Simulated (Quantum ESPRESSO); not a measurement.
## Sr2TiSnO6 (Fm-3m) under strain

```yaml
crystal:
  lattice:
    - [0.00000, 4.02927, 4.02927]
    - [4.02927, 0.00000, 4.02927]
    - [4.02927, 4.02927, 0.00000]
  atoms:
    - { symbol: Sr, position: [0.25000, 0.25000, 0.25000] }
    - { symbol: Sr, position: [0.75000, 0.75000, 0.75000] }
    - { symbol: Ti, position: [0.50000, 0.50000, 0.50000] }
    - { symbol: Sn, position: [0.00000, 0.00000, 0.00000] }
    - { symbol: O, position: [0.74411, 0.25589, 0.25589] }
    - { symbol: O, position: [0.25589, 0.74411, 0.74411] }
    - { symbol: O, position: [0.25589, 0.74411, 0.25589] }
    - { symbol: O, position: [0.74411, 0.25589, 0.74411] }
    - { symbol: O, position: [0.25589, 0.25589, 0.74411] }
    - { symbol: O, position: [0.74411, 0.74411, 0.25589] }
```
The cell comes from the Materials Project (a computed structure). It is Sr2TiSnO6 in Fm-3m; whether this form has been observed was not checked. Stability against distortions was not tested. The run has no spin polarisation.

Isotropic strain: all lattice vectors are scaled together, so the volume changes by about three times as much; fractional positions kept.

Method: shieldings by GIPAW with PBE in a modified build of Quantum ESPRESSO, on JTH PAW datasets, 22.5 Ha, k-mesh 4×4×4 shifted, f-sum rule met within 0.003 %. Values are those of the named site's first atom. These are absolute shieldings with no macroscopic susceptibility term; δ = σ_ref − σ needs a reference computed alike. In our sweeps, cutoffs and meshes of this size left a few ppm, and up to some 20 ppm on atoms from Zn on. No spin–orbit coupling; Sn is the heaviest element present. The structure is static (0 K, no zero-point motion).

Unchanged cell: σ_iso Sr (ppm) = 2970.9, σ_iso Ti (ppm) = -174.3, σ_iso Sn (ppm) = 3037.0, σ_iso O (ppm) = -83.8.

Question: How do these values move along the path (lattice scale factor: 0.98, 1.02)?

Answer: 
```
lattice scale factor  σ_iso Sr (ppm)  σ_iso Ti (ppm)  σ_iso Sn (ppm)  σ_iso O (ppm)
--------------------  --------------  --------------  --------------  -------------
0.98                          2934.6          -108.6          2991.9          -57.8
1                             2970.9          -174.3          3037.0          -83.8
1.02                          3003.8          -251.5          3071.0         -114.6
```
